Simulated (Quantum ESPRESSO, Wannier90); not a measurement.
Wannierisation of LiNbO3 (R-3c)

Materials Project entry mp-552588; symmetrised, unrelaxed at this level. COD (Crystallography Open Database) has the formula in 3 space groups, this one among them (matched by group alone). Method: PBEsol plane waves in Quantum ESPRESSO 7.5 (PseudoDojo norm-conserving files, 68 Ry, no spin polarisation, no spin-orbit coupling), Bloch states on a 6×6×6 mesh through Γ, Wannier90 4.0.1. Density: 8×8×8 mesh, cold smearing 0.01 Ry.

On the energy scale of pw.x, whose zero is arbitrary, the valence-band maximum lies at 6.76 eV.

Input w.win:

```
num_bands = 2
num_wann = 2
exclude_bands = 3-66
num_iter = 1000
conv_tol = 1.0e-6
conv_window = 4
write_hr = true
write_u_matrices = true
auto_projections = true
begin unit_cell_cart
ang
   -2.6347200208    4.5634689398    0.0000000000
   -5.2694400417    0.0000000000    0.0000000000
   -2.6347200208    1.5211563133    4.6343670000
end unit_cell_cart
begin atoms_frac
Li   0.2500000000  0.2500000000  0.2500000000
Li  -0.2500000000 -0.2500000000 -0.2500000000
Nb   0.0000000000  0.0000000000  0.0000000000
Nb   0.5000000000  0.5000000000  0.5000000000
O   -0.2500000000  0.3703650000 -0.2500000000
O    0.2500000000 -0.3703650000  0.2500000000
O    0.1296350000 -0.2500000000 -0.2500000000
O   -0.1296350000  0.2500000000  0.2500000000
O    0.3703650000  0.1296350000 -0.2500000000
O   -0.3703650000 -0.1296350000  0.2500000000
end atoms_frac
mp_grid = 6 6 6
begin kpoints
0.0000000000 0.0000000000 0.0000000000
0.0000000000 0.0000000000 0.1666666667
0.0000000000 0.0000000000 0.3333333333
... (213 more lines: the 6x6x6 mesh through Gamma)
end kpoints
```

Input of pw2wannier90.x that gives the overlap and projection files (equivalent; here they were cut from one run over all bands):

```
&inputpp
  outdir = './out'
  prefix = 'pwscf'
  seedname = 'w'
  write_amn = .true.
  write_mmn = .true.
  atom_proj = .true.
  atom_proj_exclude = 1 2 3 4 6 7 8 9 10 11 12 13 14 16 17 18 19 20 21 22 23 24 25 26 27 28 29 30 31 32 33 34 35 36 37 38 39 40 41 42 43 44 45 46 47 48
/
```

Output w.wout (banner and timings cut):

```
                                    ------
                                    SYSTEM
                                    ------

                              Lattice Vectors (Ang)
                    a_1    -2.634720   4.563469   0.000000
                    a_2    -5.269440   0.000000   0.000000
                    a_3    -2.634720   1.521156   4.634367

                   Unit Cell Volume:     111.44228  (Ang^3)

                        Reciprocal-Space Vectors (Ang^-1)
                    b_1     0.000000   1.376844  -0.451927
                    b_2    -1.192382  -0.688422  -0.451927
                    b_3     0.000000   0.000000   1.355781

 *----------------------------------------------------------------------------*
 |   Site       Fractional Coordinate          Cartesian Coordinate (Ang)     |
 +----------------------------------------------------------------------------+
 | li   1   0.25000   0.25000   0.25000   |   -2.63472   1.52116   1.15859    |
 | li   2  -0.25000  -0.25000  -0.25000   |    2.63472  -1.52116  -1.15859    |
 | nb   1   0.00000   0.00000   0.00000   |   -0.00000   0.00000   0.00000    |
 | nb   2   0.50000   0.50000   0.50000   |   -5.26944   3.04231   2.31718    |
 | o    1  -0.25000   0.37037  -0.25000   |   -0.63426  -1.52116  -1.15859    |
 | o    2   0.25000  -0.37037   0.25000   |    0.63426   1.52116   1.15859    |
 | o    3   0.12964  -0.25000  -0.25000   |    1.63449   0.21130  -1.15859    |
 | o    4  -0.12964   0.25000   0.25000   |   -1.63449  -0.21130   1.15859    |
 | o    5   0.37036   0.12963  -0.25000   |   -1.00023   1.30986  -1.15859    |
 | o    6  -0.37036  -0.12963   0.25000   |    1.00023  -1.30986   1.15859    |
 *----------------------------------------------------------------------------*
                                ------------
                                K-POINT GRID
                                ------------

             Grid size =  6 x  6 x  6      Total points =  216

 *---------------------------------- MAIN ------------------------------------*
 |  Number of Wannier Functions               :                 2             |
 |  Number of Objective Wannier Functions     :                 2             |
 |  Number of input Bloch states              :                 2             |
 |  Output verbosity (1=low, 5=high)          :                 1             |
 |  Timing Level (1=low, 5=high)              :                 1             |
 |  Optimisation (0=memory, 3=speed)          :                 3             |
 |  Length Unit                               :               Ang             |
 |  Post-processing setup (write *.nnkp)      :                 F             |
 |  Using Gamma-only branch of algorithms     :                 F             |
 *----------------------------------------------------------------------------*
 *------------------------------- WANNIERISE ---------------------------------*
 |  Total number of iterations                :              1000             |
 |  Number of CG steps before reset           :                 5             |
 |  Trial step length for line search         :             2.000             |
 |  Convergence tolerence                     :         0.100E-05             |
 |  Convergence window                        :                 4             |
 |  Iterations between writing output         :                 1             |
 |  Iterations between backing up to disk     :               100             |
 |  Write r^2_nm to file                      :                 F             |
 |  Write xyz WF centres to file              :                 F             |
 |  Write on-site energies <0n|H|0n> to file  :                 F             |
 |  Use guiding centre to control phases      :                 F             |
 |  Use phases for initial projections        :                 F             |
 *----------------------------------------------------------------------------*
 *-------------------------------- PLOTTING ----------------------------------*
 |  Plotting Hamiltonian in WF basis          :                 T             |
 *----------------------------------------------------------------------------*

       ... (k-mesh section left out)

 Starting a new Wannier90 calculation ...

 Reading overlaps from w.mmn

 Reading projections from w.amn

 *------------------------------- WANNIERISE ---------------------------------*
 +--------------------------------------------------------------------+<-- CONV
 | Iter  Delta Spread     RMS Gradient      Spread (Ang^2)            |<-- CONV
 +--------------------------------------------------------------------+<-- CONV

 ------------------------------------------------------------------------------
 Initial State
  WF centre and spread    1  (  0.000000,  0.000000, -0.000000 )     0.42723819
  WF centre and spread    2  ( -5.269440,  3.042313,  2.317183 )     0.42723820
  Sum of centres and spreads ( -5.269440,  3.042313,  2.317183 )     0.85447639

      0     0.854E+00     0.0000000000        0.8544763764  <-- CONV
        O_D=      0.0000000 O_OD=      0.0000000 O_TOT=      0.8544764 <-- SPRD
 ------------------------------------------------------------------------------
      1     0.000E+00     0.0000000114        0.8544763764  <-- CONV
        O_D=      0.0000000 O_OD=      0.0000000 O_TOT=      0.8544764 <-- SPRD
      2     0.000E+00     0.0000000113        0.8544763764  <-- CONV
        O_D=      0.0000000 O_OD=      0.0000000 O_TOT=      0.8544764 <-- SPRD
      3     0.000E+00     0.0000000112        0.8544763764  <-- CONV
        O_D=      0.0000000 O_OD=      0.0000000 O_TOT=      0.8544764 <-- SPRD
      4     0.000E+00     0.0000000111        0.8544763764  <-- CONV
        O_D=      0.0000000 O_OD=      0.0000000 O_TOT=      0.8544764 <-- SPRD
             <<<     Delta < 1.000E-06  over  4 iterations     >>>
             <<< Wannierisation convergence criteria satisfied >>>
 Final State
  WF centre and spread    1  (  0.000000,  0.000000, -0.000000 )     0.42723819
  WF centre and spread    2  ( -5.269440,  3.042313,  2.317183 )     0.42723820
  Sum of centres and spreads ( -5.269440,  3.042313,  2.317183 )     0.85447639

         Spreads (Ang^2)       Omega I      =     0.854476359
        ================       Omega D      =     0.000000000
                               Omega OD     =     0.000000017
    Final Spread (Ang^2)       Omega Total  =     0.854476376
```
